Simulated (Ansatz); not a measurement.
**zincblende-structured RuS**

Computed with Ansatz (plane waves, PAW, 420 eV cutoff): PBE, scalar-relativistic, no spin polarisation, 10×10×10 k-mesh, Gaussian smearing of 0.05 eV. The datasets are Ansatz's generated set soft_2.

```cif
data_structure
_symmetry_space_group_name_H-M 'P 1'
_symmetry_Int_Tables_number 1
_cell_length_a 3.6777
_cell_length_b 3.6777
_cell_length_c 3.6777
_cell_angle_alpha 60.000
_cell_angle_beta 60.000
_cell_angle_gamma 60.000
_cell_volume 35.17
loop_
_atom_site_label
_atom_site_type_symbol
_atom_site_fract_x
_atom_site_fract_y
_atom_site_fract_z
_atom_site_occupancy
Ru1 Ru 0.00000 0.00000 0.00000 1
S1 S 0.25000 0.25000 0.25000 1
```

The start was a prototype's sites filled with these elements, not a measured cell.

Question: Which orbitals carry the states at the Fermi level, and how many states are there?

Answer: Within 0.1 eV of it: Ru 4d 74 %, S 3p 19 % (shares among the projected shells). The density of states at the Fermi level is about 1.5 states/eV per cell, averaged over 0.3 eV.

Density of states (tetrahedra, averaged over 0.5 eV; states/eV per cell of 2 atoms; energy in eV from the Fermi level; projections on Löwdin-orthogonalised atomic orbitals, summed over sites):

```tsv
E	total	Ru 4d	S 3p	Ru 5s	S 3s	Ru 4p
-7.10	0.55	0.16	0.33	0.05	0.00	0.00
-6.60	3.18	0.85	2.04	0.23	0.02	0.02
-6.10	2.25	0.92	1.25	0.05	0.00	0.01
-5.60	3.97	1.47	2.36	0.10	0.00	0.02
-5.10	1.97	0.57	1.35	0.02	0.00	0.02
-4.60	0.08	0.02	0.06	0.00	0.00	0.00
-4.10	0.00	0.00	0.00	0.00	0.00	0.00
-3.60	0.00	0.00	0.00	0.00	0.00	0.00
-3.10	0.47	0.41	0.03	0.01	0.00	0.00
-2.60	2.69	2.42	0.12	0.03	0.02	0.00
-2.10	3.12	2.94	0.08	0.02	0.00	0.00
-1.60	1.87	1.78	0.03	0.01	0.01	0.00
-1.10	2.14	1.65	0.25	0.06	0.06	0.00
-0.60	0.71	0.47	0.17	0.01	0.02	0.00
-0.10	1.42	1.00	0.26	0.01	0.08	0.00
0.40	1.49	0.96	0.38	0.01	0.07	0.00
0.90	1.88	1.12	0.61	0.01	0.05	0.01
1.40	1.80	0.99	0.67	0.01	0.04	0.01
1.90	1.10	0.57	0.41	0.02	0.04	0.00
2.40	0.74	0.36	0.28	0.03	0.04	0.00
2.90	0.49	0.23	0.21	0.02	0.02	0.00
3.40	0.21	0.08	0.09	0.03	0.01	0.00
3.90	0.17	0.02	0.04	0.08	0.03	0.00
4.40	0.33	0.01	0.04	0.17	0.05	0.00
4.90	0.58	0.02	0.05	0.28	0.07	0.00
5.40	0.68	0.02	0.05	0.29	0.06	0.00
5.90	0.94	0.04	0.04	0.26	0.05	0.00
```
